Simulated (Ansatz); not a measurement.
LaTiO$_{3}$ (cubic perovskite, space group No. 221) under volume change, LDA (plane waves, PAW; program Ansatz), scaled uniformly.

| V (Å³/atom) | E − E(relaxed) (meV/atom) | P (GPa) |
|---|---|---|
| 10.567 | 75.2 | 25.12 |
| 10.915 | 31.5 | 15.35 |
| 11.263 | ? | ? |
| 11.612 | 0.0 | 0.00 |
| 11.960 | 6.6 | -6.00 |
| 12.308 | ? | ? |
| 12.657 | 54.4 | -15.44 |

### Question
Fill in the missing entries.

### Answer

- 12.308, E − E(relaxed) (meV/atom): 25.4
- 12.308, P (GPa): -11.10
- 11.263, E − E(relaxed) (meV/atom): 7.4
- 11.263, P (GPa): 7.05

### Question
What does a third-order Birch–Murnaghan fit give for V₀, B₀ and B′?

### Answer
V₀ = 11.61 Å³/atom, B₀ = 216 GPa, B′ = 4.4.

Space group Pm-3m (cubic perovskite). The workflow started from an entry of the Crystallography Open Database (COD), which files this formula under 2 space groups. Whether it is the stable phase at ambient conditions was not checked. The LDA relaxation kept the symmetry of its start; of distortions, only those at the zone centre were tested. The run is not spin-polarised. Spin–orbit coupling is left out wherever it is not named.

Potentials: the later of the program's two PAW sets.
